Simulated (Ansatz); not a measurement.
**Property card for TePb$_{2}$S**

TePb2S:
```
CELL_PARAMETERS angstrom
      2.16108     1.24770     7.03780
     -2.16108     1.24770     7.03780
      0.00000    -2.49540     7.03780
ATOMIC_POSITIONS crystal
  Te 0.50000 0.50000 0.50000
  Pb 0.74113 0.74113 0.74113
  Pb 0.25887 0.25887 0.25887
  S  0.00000 0.00000 0.00000
```

Space group R-3m (No. 166); conventional cell a = b = 4.3222 Å, c = 21.1134 Å, α = β = 90.00°, γ = 120.00°.

Method: the program Ansatz at the LDA level (PAW). Geometry: relaxed at this level of theory. Other levels are named where they apply.

Cell and energy:

* **Volume per atom**: 28.46 Å³
* **Density**: 8.37 g/cm³
* **Formation energy from the elements (no fitted shifts)**: -42 kJ/mol-atom

Electronic structure:

Band gap: 0.31 eV (smallest direct gap 0.33 eV)
Valence-band maximum: at Γ
Conduction-band minimum: at F (3 equivalent valleys)
Electron effective mass: 0.093, 0.10, 0.15 mₑ (principal values)
Hole effective mass: 0.077, 0.077, 0.15 mₑ (principal values)

Mechanics:

* **Bulk modulus (Birch–Murnaghan fit)**: 55.9 GPa
* **Pressure derivative B′**: 4.4
* **Elastic constants (relaxed ions, GPa)**: C11 = 96.4, C12 = 29.5, C13 = 43.8, C14 = 23.3, C33 = 77.2, C44 = 51.5
* **Mechanical stability**: stable (all eigenvalues of C positive)
* **Hill bulk and shear moduli**: 56.0 and 31.2 GPa
* **Young's modulus**: 78.9 GPa
* **Poisson's ratio**: 0.27
* **Debye temperature from the elastic constants**: 209 K

Phonons:

- Highest zone-centre frequency (without LO–TO term): 170 cm^-1
- Zone-centre stability: no imaginary mode at Γ

The workflow started from a Materials Project entry (that database holds measured and hypothetical structures alike); the Crystallography Open Database copy checked does not list it. Whether it is the stable phase at ambient conditions was not checked. The cell was relaxed with LDA under the symmetry of its start. The references are the lowest solids computed at this level, not always the standard phases. Spin–orbit coupling is left out wherever it is not named.

Potentials: the later of the program's two PAW sets.
